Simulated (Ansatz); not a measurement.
A generator proposed this cell of Ti2SnO6.

```
CELL_PARAMETERS angstrom
7.36318 -1.54184 0.00000
7.36318 1.54184 0.00000
-0.16723 0.00000 4.88778
ATOMIC_POSITIONS crystal
Ti 0.34230 0.34230 0.97989
Ti 0.65770 0.65770 0.02011
Sn 0.00000 0.00000 0.50000
O 0.43647 0.43647 0.68507
O 0.77481 0.77481 0.79736
O 0.09764 0.09764 0.80853
O 0.90236 0.90236 0.19147
O 0.22519 0.22519 0.20264
O 0.56353 0.56353 0.31493
```

The calculation used DFT PBE, scalar-relativistic, plane waves, PAW in Ansatz 0.2.0. Plane waves to 420 eV, a k mesh through Γ of 6×6×4 on the computed 9-atom cell and Gaussian smearing (0.10 eV); collinear spin from starting moments 1.0 1.0 0.0 0.0 0.0 0.0 0.0 0.0 0.0 μB.

The zero of energy is the elements' standard structures at the same level (O₂ as a molecule); no fitted shifts are applied. The references include grey tin.

Problem. How far from equilibrium is it?

Solution. The pressure is -5.8 GPa (the mean over three directions, positive in compression), the largest force is 1.91 eV/Å, and the energy is −2.47 eV/atom against the elements. The shortest distance is 2.03 Å.

Problem. Is it a good guess?

Solution. A good one: relaxing gains about 0.05 eV/atom in 16 ionic steps and ends at −2.518 eV/atom on the finer mesh. The symmetry stays C2/m (No. 12). The volume per atom shrinks by 2.1 %, from 12.3 to 12.1 Å³. The shortest distance goes from 2.03 Å (Ti–O) to 1.96 Å (Ti–O). Conventional cell: a = 14.434 Å, b = 3.069 Å, c = 4.905 Å, β = 90.5°. Ti is surrounded by 6 O at 1.96–2.00 Å; Sn is surrounded by 6 O at 2.06–2.11 Å; O on its first site is surrounded by 1 Ti at 1.98 Å and 2 Sn at 2.06 Å; 2 more sites not described.

The last run used a 10×10×6 mesh (in the run's order of axes) for its 9-atom cell and Gaussian smearing of 0.02 eV. The relaxation can't lower the symmetry of the start, and the grade says only how near the guess is to its own end. Symmetry constrained the relaxation, so the result can be a saddle point.
